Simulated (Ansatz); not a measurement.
Data:

Tc:
```
Tc
1.0
    2.73112     0.00000     0.00000
   -1.36556     2.36522     0.00000
    0.00000     0.00000     4.37229
Tc
2
Direct
  0.33333   0.66667   0.75000
  0.66667   0.33333   0.25000
```

This is the r²SCAN+D4-relaxed structure. x, y and z are the axes in which the lattice vectors are written.

Problem. All from r²SCAN+D4 in the plane-wave PAW code Ansatz, unless another level is named. Give the Poisson's ratio.

Solution. 0.31.

Problem. Predict the elastic constants (relaxed ions, GPa).

Solution. C11 = 513, C12 = 250, C13 = 207, C33 = 569, C44 = 140.

Space group P6_3/mmc (hcp (Mg type)). The cell was relaxed with r²SCAN+D4 under the symmetry of its start. No spin polarisation was allowed. The pairwise dispersion correction was not fitted to metals. As this level gives no gap, shear constants depend on the k-mesh and smearing (Fermi–Dirac, 0.1 eV here).

Potentials: the later of the program's two PAW sets.
